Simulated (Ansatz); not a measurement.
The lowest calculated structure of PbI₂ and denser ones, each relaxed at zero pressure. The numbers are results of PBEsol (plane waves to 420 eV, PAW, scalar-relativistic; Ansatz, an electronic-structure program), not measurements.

| structure | E − E(first row) (eV/atom) | V (Å³/atom) |
|---|---|---|
| P-3m1, hP3, CdI2 type | 0 | 42.12 |
| P4₂/mmc, tP6 | 0.319 | 39.89 |
| P6/mmm, hP3 | 0.69 | 34.93 |
| I4/mmm, tI6 | 0.129 | 36.57 |

Problem. Estimate from H = E + PV, with the volumes held at these values, the pressure at which each denser structure becomes favourable. Which of these comes first?

Solution. The enthalpies cross at P = ΔE / (−ΔV); 1 eV/Å³ is 160.2 GPa.
- I4/mmm, tI6: 0.129 / (42.12 − 36.57) × 160.2 ≈ 3.7 GPa
- P6/mmm, hP3: 0.69 / (42.12 − 34.93) × 160.2 ≈ 15 GPa
- P4₂/mmc, tP6: 0.319 / (42.12 − 39.89) × 160.2 ≈ 23 GPa

First among these: I4/mmm, tI6, near 3.7 GPa. This leaves out the compression of both phases, so the common tangent of the full E(V) curves can lie elsewhere, the more so the higher the pressure; energy differences of these cells are good to about 0.01 eV/atom.

Each run could gain symmetry but not lose that of its start, so entries can be saddle points. From databases, or of a type measured for this composition: P-3m1, hP3, CdI2 type; the others are generated cells (placed on structure types, drawn at random, substituted or restacked) that were not matched to a known phase here. Energies are at zero temperature and pressure, without zero-point motion. The runs use different k-meshes, so differences are rounded accordingly. No spin polarisation in the result.
